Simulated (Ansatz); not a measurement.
EuS₂ in the CdI2-type structure

Computed with Ansatz (plane waves, PAW, 420 eV cutoff): PBE, scalar-relativistic, collinear spin, Γ-centred 10×10×3 mesh, 0.05 eV Gaussian smearing. The datasets are Ansatz's generated set soft_2.

```cif
data_structure
_symmetry_space_group_name_H-M 'P 1'
_symmetry_Int_Tables_number 1
_cell_length_a 4.1312
_cell_length_b 4.1312
_cell_length_c 11.2714
_cell_angle_alpha 90.000
_cell_angle_beta 90.000
_cell_angle_gamma 120.000
_cell_volume 166.59
loop_
_atom_site_label
_atom_site_type_symbol
_atom_site_fract_x
_atom_site_fract_y
_atom_site_fract_z
_atom_site_occupancy
Eu1 Eu 0.00000 0.00000 0.00000 1
S1 S 0.33333 0.66667 0.12212 1
S2 S 0.66667 0.33333 0.37788 1
Eu2 Eu 0.00000 0.00000 0.50000 1
S3 S 0.33333 0.66667 0.62212 1
S4 S 0.66667 0.33333 0.87788 1
```

The cell came from substitution into a structure type; whether the compound takes it is for experiment to say.

Magnetic state: antiferromagnetic, site spin moments Eu 6.21, -6.21; S -0.43, 0.43 μB.

The cell above was scaled in volume, and shape and atoms were relaxed at each volume within its symmetry. Energies are counted from the cell above.

At this volume the pressure is 0.31 GPa; it isn't quite the equilibrium of this level of theory.

A non-hydrostatic stress of up to 0.2 GPa remains in this cell.

```json
{"V (Å³/atom)": "26.65", "ΔE (meV/atom)": "3.5", "P (GPa)": "0.91", "largest moment (μB)": "6.22"}
{"V (Å³/atom)": "27.21", "ΔE (meV/atom)": "1.1", "P (GPa)": "0.53", "largest moment (μB)": "6.22"}
{"V (Å³/atom)": "27.77", "ΔE (meV/atom)": "0.0", "P (GPa)": "0.31", "largest moment (μB)": "6.21"}
{"V (Å³/atom)": "28.32", "ΔE (meV/atom)": "-0.9", "P (GPa)": "0.05", "largest moment (μB)": "6.22"}
{"V (Å³/atom)": "28.88", "ΔE (meV/atom)": "-0.9", "P (GPa)": "-0.12", "largest moment (μB)": "6.21"}
```

Q: Can a bulk modulus be trusted from these points?

A: No. The energies are smooth (scatter 0.09 meV/atom), but the fit's B0′ of 31.2 is out of the usual range: the curve is too flat or too lopsided over this range, as for soft or weakly bound crystals, and a third-order form can't fix it.

Without a U the 4f levels of Eu lie too near the Fermi level, so their share of the states there, and what hangs on it, is overstated. These numbers lack spin–orbit coupling. The run wasn't fully tested for a lower electronic state. Site moments are of spin, integrated over atomic spheres. The structure is layered, and this functional has no dispersion term, so the layers' spacing is poorly fixed, often too long, and so is what hangs on it. The run is a metal.
